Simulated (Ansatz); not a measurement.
**Computed properties of Ti2AlC**

Ti₂AlC:
```
Ti2AlC
1.0
    3.03739     0.00000     0.00000
   -1.51870     2.63046     0.00000
    0.00000     0.00000    13.63066
Ti Al C
4 2 2
Cartesian
  0.00000   1.75364   1.13615
  1.51870   0.87682  12.49451
  1.51870   0.87682   7.95147
  0.00000   1.75364   5.67918
  0.00000   1.75364  10.22299
  1.51870   0.87682   3.40766
  0.00000   0.00000   0.00000
  0.00000   0.00000   6.81533
```

Space group P6_3/mmc (No. 194); conventional cell a = 3.037 Å, b = 3.037 Å, c = 13.631 Å, α = 90.00°, β = 90.00°, γ = 120.00°.

Method: the program Ansatz at the PBEsol level (PAW). The cell and atoms are relaxed at this level. Other levels are named where they apply.

### Cell and energy

* **Volume per atom**: 13.61 Å³
* **Density**: 4.11 g/cm³
* **Formation energy from the elements (no fitted shifts)**: -0.75 eV/atom

### Electronic structure

* **Electronic character**: metallic (no gap)
* **Density of states at the Fermi level**: 0.32 states/eV per atom (mean over ±0.08 eV)

### Mechanics

- Bulk modulus (Birch–Murnaghan fit) = 145 GPa
- Pressure derivative B′ = 4.3
- Elastic constants (relaxed ions, GPa) = C11 = 317, C12 = 65.8, C13 = 65.7, C33 = 283, C44 = 117
- Mechanical stability = stable (all eigenvalues of C positive)
- Hill bulk and shear moduli = 146 and 120 GPa
- Young's modulus = 282 GPa
- Poisson's ratio = 0.18
- Debye temperature from the elastic constants = 741 K

### Phonons

- Highest zone-centre frequency = 664 cm⁻¹
- Zone-centre stability = no imaginary mode at Γ

The workflow started from a Materials Project entry (that database holds measured and hypothetical structures alike); the Crystallography Open Database copy checked does not list it. Whether it is the stable phase at ambient conditions was not checked. The PBEsol relaxation kept the symmetry of its start. No spin polarisation was allowed. As this level gives no gap, shear constants depend on the k-mesh and smearing (Fermi–Dirac, 0.1 eV here). As this level gives no gap, phonon frequencies hold no LO–TO term and depend on the k-mesh and smearing (Fermi–Dirac, 0.1 eV here). The references are the lowest solids computed at this level, not always the standard phases.

Potentials: the earlier of the program's two PAW sets. The files were generated under PBE; for other functionals the program regenerates the frozen cores, and for LDA and PBEsol the local potential too.
